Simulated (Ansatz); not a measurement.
The start is a generated cell, Te2Mo built in the cotunnite structure type. A full variable-cell relaxation at zero pressure is run with PBEsol (plane waves to 420 eV, PAW, scalar-relativistic; Ansatz, a program for electronic structure). The first steps use a coarse 3×4×2 k-mesh.

Initial structure:
```yaml
crystal:
  lattice:
    - [7.95785, 0.00000, 0.00000]
    - [0.00000, 4.73498, 0.00000]
    - [0.00000, 0.00000, 9.44574]
  atoms:
    - { symbol: Mo, position: [0.73770, 0.25000, 0.59590] }
    - { symbol: Mo, position: [0.23770, 0.25000, 0.90410] }
    - { symbol: Mo, position: [0.26230, 0.75000, 0.40410] }
    - { symbol: Mo, position: [0.76230, 0.75000, 0.09590] }
    - { symbol: Te, position: [0.62500, 0.25000, 0.92170] }
    - { symbol: Te, position: [0.12500, 0.25000, 0.57830] }
    - { symbol: Te, position: [0.37500, 0.75000, 0.07830] }
    - { symbol: Te, position: [0.87500, 0.75000, 0.42170] }
    - { symbol: Te, position: [0.52020, 0.25000, 0.33700] }
    - { symbol: Te, position: [0.02020, 0.25000, 0.16300] }
    - { symbol: Te, position: [0.47980, 0.75000, 0.66300] }
    - { symbol: Te, position: [0.97980, 0.75000, 0.83700] }
```

```json
{
 "outcome": "The space group stays Pnma (No. 62) (the run could not lower it), with 12 atoms in the primitive cell",
 "energy_released": "0.63 eV/atom",
 "volume_change": "-25.8 %, from 29.66 to 22.01 Å³/atom",
 "band_gap_at_the_end": "zero (metallic)",
 "optimiser_moves": "19"
}
```

The end point of the relaxation:

```cif
data_Mo4Te8
_chemical_formula_sum 'Mo4 Te8'
_space_group_name_H-M_alt 'Pnma'
_space_group_IT_number 62
_space_group_name_Hall '-P 2ac 2n'
_cell_length_a 7.69846
_cell_length_b 3.58756
_cell_length_c 9.56498
_cell_angle_alpha 90.000
_cell_angle_beta 90.000
_cell_angle_gamma 90.000
loop_
_atom_site_label
_atom_site_type_symbol
_atom_site_symmetry_multiplicity
_atom_site_Wyckoff_symbol
_atom_site_fract_x
_atom_site_fract_y
_atom_site_fract_z
_atom_site_occupancy
Mo1 Mo 4 c 0.25112 0.25000 0.09220 1
Te1 Te 4 c 0.12636 0.25000 0.39586 1
Te2 Te 4 c 0.01309 0.25000 0.86304 1
```

Final values are on a 5×11×4 k-mesh of the relaxed cell. No spin polarisation in the result.

The run could not lose the symmetry of its start: the end is stationary, and may be a saddle point rather than a minimum.

The relaxed structure here is a generated cell of Te2Mo: the first start was made by placing the elements on the sites of a structure type, and the end was not matched to a known phase here, so it may be hypothetical. Known forms of Te2Mo include space group No. 194.
